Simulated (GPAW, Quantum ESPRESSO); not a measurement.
Given: the input of a run of Quantum ESPRESSO 7.5 on MoSe. The cell comes from a database or a generator and needn't be the stable form of this composition.

The input pw.in:

```
&CONTROL
  calculation = 'scf'
  prefix = 'pwscf'
  outdir = './tmp'
  pseudo_dir = './pseudo'
  tprnfor = .true.
  tstress = .true.
  disk_io = 'nowf'
/
&SYSTEM
  ibrav = 0
  nat = 2
  ntyp = 2
  ecutwfc = 60
  ecutrho = 440
  nbnd = 19
  input_dft = 'pz'
  occupations = 'smearing'
  smearing = 'fd'
  degauss = 0.00367493
/
&ELECTRONS
  conv_thr = 4d-10
  electron_maxstep = 120
  mixing_beta = 0.3
/
ATOMIC_SPECIES
Mo    95.9500 Mo_ONCV_PBE-1.0.oncvpsp.upf
Se    78.9710 Se_pbe_v1.uspp.F.UPF
CELL_PARAMETERS angstrom
   3.5002295900    0.0000000000    0.0000000000
   0.0000000000    3.5002295900    0.0000000000
   0.0000000000    0.0000000000    3.5002295900
ATOMIC_POSITIONS angstrom
Mo     0.0000000000    0.0000000000    0.0000000000
Se     1.7501147950    1.7501147950    1.7501147950
K_POINTS automatic
8 8 8 0 0 0
HUBBARD {ortho-atomic}
U Mo-4d 5.0
```

Potentials or basis: SSSP 1.3 efficiency PBE.

Run with:

```sh
$ OMP_NUM_THREADS=1 pw.x -in pw.in > pw.out
```

Task: Set up the same calculation for GPAW 26.7.0 (ASE script). Potentials or basis there: the program's PAW data sets (release 1.2.1) made for this functional, cutoff 600 eV.

Result: As run (cutoffs and basis follow the program's own potentials, and thresholds, step limits or extra output files can differ):

The input run.py:

```python
from ase import Atoms
from ase.dft.bandgap import bandgap
from ase.io import write
from ase.units import GPa
from gpaw import GPAW, PW

atoms = Atoms(['Mo', 'Se'],
              cell=[[3.50022959, 0.0, 0.0],
                    [0.0, 3.50022959, 0.0],
                    [0.0, 0.0, 3.50022959]],
              scaled_positions=[[0.0, 0.0, 0.0],
                                [0.5, 0.5, 0.5]],
              pbc=True)

calc = GPAW(mode=PW(600),
            xc='LDA',
            kpts={'size': (8, 8, 8), 'gamma': True},
            occupations={'name': 'fermi-dirac', 'width': 0.05},
            setups={'Mo': ':d,5.0'},
            nbands=20,
            convergence={'density': 1e-05, 'energy': 1e-05},
            maxiter=150,
            txt='gpaw.txt')
atoms.calc = calc
energy = atoms.get_potential_energy()
forces = atoms.get_forces()
stress = atoms.get_stress()
calc.write('gs.gpw')
write('result.traj', atoms)
print(f'Energy: {energy:.6f} eV')
print('Forces (eV/A):')
print(forces.round(4))
print('Stress (GPa):', (stress / GPa).round(3))
print('Fermi level:', round(calc.get_fermi_level(), 4), 'eV')
print(f'Gap: {bandgap(calc)[0]:.4f} eV, direct: {bandgap(calc, direct=True)[0]:.4f} eV')
```

Potentials or basis: the program's PAW data sets (release 1.2.1) made for this functional, pw.

The run is started by

```sh
$ OMP_NUM_THREADS=1 python run.py
```

Both were run:

|  | Quantum ESPRESSO | GPAW |
| --- | --- | --- |
| Pressure | -15.2 GPa | -12.5 GPa |

Quantum ESPRESSO's potentials were made for PBE.

The two programs' LDA may be different fits to the electron gas.

The cell lies far from this level's equilibrium.

How U acts hangs on each program's projectors.

Pressure is positive in compression.
